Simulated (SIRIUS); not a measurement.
Set-up for a self-consistent single point of InSe (C2/m, 4 atoms in the cell; from Materials Project mp-21405, changed as shown).

```yaml
crystal:
  lattice:
    - [5.70987, -2.01356, 0.00000]
    - [5.70987, 2.01356, 0.00000]
    - [-1.68877, 0.00000, 4.67593]
  atoms:
    - { symbol: In, position: [0.11180, 0.11180, 0.95316] }
    - { symbol: In, position: [0.88820, 0.88820, 0.04684] }
    - { symbol: Se, position: [0.33907, 0.33907, 0.33104] }
    - { symbol: Se, position: [0.66093, 0.66093, 0.66896] }
```

Level of theory: LDA (PW92), GBRV LDA ultrasoft pseudopotentials (plane waves; SIRIUS).

SIRIUS settings:

```
setting                                                               value
--------------------------------------  -----------------------------------
parameters.ngridk                                                     5 5 4
parameters.xc_functionals                           [XC_LDA_X, XC_LDA_C_PW]
parameters.gk_cutoff                                           6.325 1/bohr
parameters.pw_cutoff                                          14.143 1/bohr
parameters.smearing                                             fermi_dirac
parameters.smearing_width                                    0.000734986 Ha
potentials                              GBRV LDA ultrasoft pseudopotentials
parameters.electronic_structure_method                      pseudopotential
parameters.num_bands                                                     23
parameters.num_mag_dims                                                   0
parameters.num_dft_iter                                                 100
parameters.energy_tol                                              1e-07 Ha
parameters.density_tol                                                1e-06
mixer.type                                                         anderson
mixer.beta                                                              0.7
mixer.use_hartree                                                     false
```

Q: Estimate, at this level of theory: pressure and largest force (vector length).

A: The run gave:

- Pressure = -0.26 GPa
- Largest force (vector length) = 0.387 eV/Å

For comparison: a first run was changed to give this one (lattice scaled by 0.98), and from it to this one the free energy falls by 14.2 meV/atom, the pressure goes from -3.37 to -0.26 GPa and the largest force goes from 0.100 to 0.387 eV/Å.

The structure comes from a collection of computed structures, made at another level of theory; the collection holds predicted forms beside known ones.

Cost on one core: about 2.8 core-minutes (a rough figure).
